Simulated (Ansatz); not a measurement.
AlIr:
```xyz
2
Lattice="2.9693 0.0000 0.0000 0.0000 2.9693 0.0000 0.0000 0.0000 2.9693" Properties=species:S:1:pos:R:3 pbc="T T T"
Al     0.0000     0.0000     0.0000
Ir     1.4847     1.4847     1.4847
```

Relaxed with LDA. Special points in fractions of this cell's reciprocal vectors: Γ (0.000, 0.000, 0.000); X (0.000, 0.500, 0.000); M (0.500, 0.500, 0.000); R (0.500, 0.500, 0.500).

Question: List the band energies nearest the Fermi level at these points for LDA (plane waves, PAW; program Ansatz).

Answer: In eV from the Fermi level; about four levels below and three above (degenerate sets whole), none deeper than 8.9 eV; points with the same levels are listed once.

```tsv
k	below	above
Γ	-6.11 -6.11 -1.89 -1.89 -1.89	4.20 4.20 4.20
X	-5.31 -3.89 -3.89 -1.59	0.21 5.75 9.03 9.03
M	-3.44 -3.44 -3.35 -3.35 -0.31	2.23 5.27 8.93
R	-7.01 -7.01 -7.01 -0.20 -0.20	0.94 1.96 1.96 1.96
```

Space group Pm-3m (CsCl type). The first step of the workflow began from a Materials Project structure, measured or hypothetical; the Crystallography Open Database copy checked does not list it. With Al and Ir taken as one species the cell has the higher symmetry Im-3m, so it may be an ordered model of a mixed-site phase. Its standing as an ambient phase is unchecked. The LDA relaxation kept the symmetry of its start; of distortions, only those at the zone centre were tested. The run is not spin-polarised. Spin–orbit coupling is left out wherever it is not named.

Potentials: the later of the program's two PAW sets.
